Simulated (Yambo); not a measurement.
Yambo run on BaTiO3 (cubic perovskite, space group Pm-3m, No. 221). The wavefunctions are LDA (Quantum ESPRESSO, PseudoDojo norm-conserving, 84 Ry, without SOC) ones on a 4×4×4 mesh (20 occupied bands); a = b = c = 4.008 Å, α = β = γ = 90.00°.

Yambo input:

```
rim_cut
gw0
dyson
el_el_corr
HF_and_locXC
ppa
em1d
RandQpts= 1000000
RandGvec= 1 Ry
EXXRLvcs= 84 Ry
VXCRLvcs= 336 Ry
Chimod= "HARTREE"
% BndsRnXp
 2 | 72 |
%
NGsBlkXp= 3 Ry
% LongDrXp
 1.0 | 1.0 | 1.0 |
%
PPAPntXp= 27.2114 eV
% GbndRnge
 1 | 72 |
%
GTermKind= "none"
DysSolver= "n"
ExtendOut
% QPkrange
 1 | 1 | 20 | 21 |
 10 | 10 | 20 | 20 |
%
```

k points by index: 1 = Γ, 10 = R.

The o-*.qp file then holds:

```
#    K-point    Band    Eo [eV]    E [eV]    E-Eo [eV]    Vxc [eV]    Vnlxc [eV]    Sc|Eo [eV]    Sc|E [eV]    dSc/dw|Eo [eV]    Re(Z)    Im(Z)
#
    1    20    -0.115050    -0.087147    0.027903    -19.96227    -24.77756    4.851184    4.843186    -7.837557    0.776380    -0.001452
    1    21    1.737349    3.588086    1.850737    -18.79908    -11.44706    -4.973689    -5.501291    -7.756522    0.778178    -0.001644
    10    20    0.000000    0.018209    0.018209    -19.69111    -24.80009    5.132565    5.127188    -8.099677    0.770616    -0.001476
```
(The two width columns are left out.) Convergence of these settings isn't established.

Geometry of the Materials Project entry, not relaxed at this level.

This is not the ordinary phase of the substance.
